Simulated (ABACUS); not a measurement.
ABACUS run on CsSnI₃ (P4/mmm, 5 atoms in the cell; from Materials Project mp-614013, changed as shown): self-consistent single point.

All values come from this method and carry its errors: ABACUS 3.10.1 with PBE, numerical atomic orbitals DZP (confined pseudo-atomic orbitals with Gaussian additions; energy shift 0.01 Ry), PseudoDojo 0.5 standard norm-conserving PBE (tails mended) pseudopotentials.

The change in words: lattice vector a scaled by 1.01. Reference geometry (Pm-3m):
```
CsSnI3
1.0
    6.29063     0.00000     0.00000
    0.00000     6.29063     0.00000
    0.00000     0.00000     6.29063
Cs Sn I
1 1 3
Cartesian
  3.14532   3.14532   3.14532
  0.00000   0.00000   0.00000
  3.14532   0.00000   0.00000
  0.00000   3.14532   0.00000
  0.00000   0.00000   3.14532
```

Reference input (self-consistent single point, DFT, PBE, numerical atomic orbitals DZP (confined pseudo-atomic orbitals with Gaussian additions; energy shift 0.01 Ry), PseudoDojo 0.5 standard norm-conserving PBE (tails mended) pseudopotentials): basis = DZP numerical atomic orbitals, energy shift 0.01 Ry; KPT = Gamma 6 6 6 0 0 0; basis_type = lcao; dft_functional = PBE; ecutwfc = 100 Ry; smearing_method = gaussian; smearing_sigma = 0.00146997 Ry; potentials = PseudoDojo 0.5 standard norm-conserving PBE (tails mended); symmetry = 1; symmetry_prec = 1e-05; ks_solver = genelpa; scf_nmax = 100. This run's input differs from it in these lines:

```diff
@@ -33,8 +33,8 @@
 LATTICE_CONSTANT
-11.887568
+12.006443
 
 LATTICE_VECTORS
-   0.9999999875    0.0000000000    0.0000000000
-   0.0000000000    0.9999999875    0.0000000000
-   0.0000000000    0.0000000000    0.9999999875
+   0.9999999969    0.0000000000    0.0000000000
+   0.0000000000    0.9900990536    0.0000000000
+   0.0000000000    0.0000000000    0.9900990536
 
@@ -46,3 +46,3 @@
 1
-   5.9437839257    5.9437839257    5.9437839257 1 1 1
+   6.0032214815    5.9437839257    5.9437839257 1 1 1
 
@@ -56,3 +56,3 @@
 3
-   5.9437839257    0.0000000000    0.0000000000 1 1 1
+   6.0032214815    0.0000000000    0.0000000000 1 1 1
    0.0000000000    5.9437839257    0.0000000000 1 1 1
```

Output, abridged:

```
 SELF-CONSISTENT
 -------------------------------------------

                  longest orb rcut (Bohr) = 11.3
   longest nonlocal projector rcut (Bohr) = 2.66
                     search radius (Bohr) = 27.9

                          real space grid = [ 80, 75, 75 ]
                                 init_chg = atomic

 LCAO ALGORITHM --------------- ION=   1  ELEC=   1--------------------------------

 Density error is 0.0511023169603
 E_KohnSham     -282.2610873066      -3840.3591110451
 E_Fermi        0.3171114182         4.3145221881

 LCAO ALGORITHM --------------- ION=   1  ELEC=   2--------------------------------

   [... lines left out ...]

   [... 6 blocks of this kind left out ...]

 LCAO ALGORITHM --------------- ION=   1  ELEC=   9--------------------------------

 Density error is 1.18726381827e-07
 E_KohnSham     -282.2869581440      -3840.7111018455
 E_Fermi        0.3026076838         4.1171887577

 LCAO ALGORITHM --------------- ION=   1  ELEC=  10--------------------------------

 Density error is 3.42670159471e-08
 E_KohnSham     -282.2869581440      -3840.7111018454
 E_KS(sigma->0) -282.2869581440      -3840.7111018454
 E_entropy(-TS) -0.0000000000        -0.0000000000
 E_Fermi        0.3026077130         4.1171891559
 charge density convergence is achieved
 final etot is -3840.7111018 eV
 EFERMI = 4.1171891559 eV

 STATE ENERGY(eV) AND OCCUPATIONS    NSPIN == 1
   [... 29 lines left out ...]

 TOTAL-FORCE (eV/Angstrom)
                       Cs1         0.0000000000         0.0000000000         0.0000000000
                       Sn1         0.0000000000         0.0000000000         0.0000000000
                        I1         0.0000000000         0.0000000000         0.0000000000
                        I2         0.0000000000         0.0000000000         0.0000000000
                        I3         0.0000000000         0.0000000000         0.0000000000

 TOTAL-STRESS (KBAR)
       -14.8733507799         0.0000000000        -0.0000000000
         0.0000000000       -12.0462176129         0.0000000000
        -0.0000000000         0.0000000000       -12.0462176129
 TOTAL-PRESSURE: -12.988595 KBAR

 --------------------------------------------
 !FINAL_ETOT_IS -3840.7111018454079385 eV
 --------------------------------------------
```

The run converged in 10 iterations. Against the reference run the free energy goes up by 4.1 meV/atom, the pressure goes from -1.14 to -1.30 GPa and the gap on the mesh hardly changes (0.436 to 0.432 eV).

Spin-orbit coupling is left out, which matters for bands and gaps with elements this heavy. The atom-centred basis is finite, which shifts total energies, pressures and gaps against plane waves. The structure comes from a collection of computed structures, made at another level of theory; the collection holds predicted forms beside known ones. Its lattice was then scaled.

Cost on one core: very roughly 30 core-seconds.

The atomic orbitals were generated for these runs; they are not ABACUS's published sets and were checked against plane waves on a few crystals only.

“Tails mended”: in these copies of the files the far tail of each local potential was reset to the Coulomb form.
